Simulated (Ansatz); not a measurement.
A geometry of Pt away from equilibrium: step 2 of the relaxation of a relaxed Pt cell, doubled along one cell vector, shaken by Gaussian noise of σ = 0.08 Å a coordinate. Level of theory: PBEsol (plane waves to 420 eV, PAW, scalar-relativistic; Ansatz, a quantum-chemistry and plane-wave program). Γ-centred k-mesh 4×8×12 on the run's cell (coarser than for final values), Fermi–Dirac smearing 0.05 eV.

```
Pt
1.0
    8.90399     0.07545     0.00231
   -2.19333     3.84667    -0.00337
    0.00069    -0.00193     2.67839
Pt
6
Direct
  0.00863   0.01782   0.01679
  0.50851   0.02985   0.01380
  0.17090   0.68496   0.53403
  0.66560   0.67701   0.52150
  0.33049   0.32477   0.53595
  0.83825   0.35738   0.51479
```

Q: Which atoms carry the largest force, and which way does it point?

A: 1.49 eV/Å, on Pt5 (atoms numbered as listed); on Pt5 its components are (0.12, 1.48, -0.06).

Q: What is the pressure?

A: +1.6 GPa, compression positive.

Q: How much energy per atom can still be gained by relaxing?

A: 0.17 eV/atom; the path ends in I4/mmm (No. 139) (AFLOW prototype A_tI2_139_a (A_a)).

No spin polarisation in the result.

The end of the path is a generated cell of Pt: the first start was made by placing the elements on the sites of a structure type, and the end was not matched to a known phase here, so it may be hypothetical. Known forms of Pt include space group No. 225.
